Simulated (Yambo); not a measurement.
BSE-type run in Yambo on ZnS (zinc blende, space group F-43m, No. 216), at finite momentum (a q point of the mesh, 1.03 1/Å).

Quantum ESPRESSO step (LDA, PseudoDojo standard norm-conserving files, scalar-relativistic):
```
&CONTROL
  calculation = 'nscf'
  pseudo_dir = './pseudo'
  outdir = './out'
/
&SYSTEM
  ibrav = 0
  nat = 2
  ntyp = 2
  ecutwfc = 84.0
  ecutrho = 336.0
  occupations = 'fixed'
  force_symmorphic = .true.
  nbnd = 31
/
&ELECTRONS
  conv_thr = 2e-09
  diago_full_acc = .true.
  diago_thr_init = 1e-08
/
ATOMIC_SPECIES
S 32.0600 S.upf
Zn 65.3800 Zn.upf
CELL_PARAMETERS angstrom
  0.000000000000   2.647829172000   2.647829172000
  2.647829172000   0.000000000000   2.647829172000
  2.647829172000   2.647829172000   0.000000000000
ATOMIC_POSITIONS crystal
S   0.750000000000   0.750000000000   0.750000000000
Zn   0.000000000000   0.000000000000   0.000000000000
K_POINTS automatic
10 10 10 0 0 0
```

Yambo input:
```
rim_cut
optics
bse
bss
dipoles
em1s
RandQpts= 1000000
RandGvec= 1 Ry
FFTGvecs= 40 Ry
Chimod= "HARTREE"
BSKmod= "SEX"
BSEmod= "resonant"
BSSmod= "hs"
BSENGexx= 15 Ry
BSENGBlk= 4 Ry
% KfnQP_E
 1.538 | 1.0 | 1.0 |
%
% BSEQptR
 6 | 6 |
%
% BSEBands
 11 | 14 |
%
% BEnRange
 0.0 | 8.7 | eV
%
% BDmRange
 0.15 | 0.15 | eV
%
BEnSteps= 174
% BLongDir
 1.0 | 0.0 | 0.0 |
%
BSHayTrs= -0.02
BSSNEig= 24
WRbsWF
% BndsRnXs
 5 | 27 |
%
NGsBlkXs= 4 Ry
% LongDrXs
 1.0 | 1.0 | 1.0 |
%
```

From the report:

The dimension is k points × valence × conduction bands = 1000 × 3 × 1 = 3000.
```
   [SLEPC] Approach                          : Krylov-Schur
   [SLEPC] Number of requested eigenvalues   :  24
   [SLEPC] Number of eigenvalues        [NEV]:  24
    [K] Dimension                                    :  3000
    [K] Bands                                        :  11  14
    [K] Exchange res                                 : yes
    [K] Correlation res                              : yes
    [K] W interaction is bare                        : no
    [K] RL vectors exchange                          :  283
    [K] RL vectors correlation                       :   51
    [W] Matrix size                                  :   51
    [W] Bands                                        :   5  27
    [W] Coulomb Cutoff                               : none
    [W] Hxc Kernel                                   : HARTREE
```

Geometry relaxed with LDA.
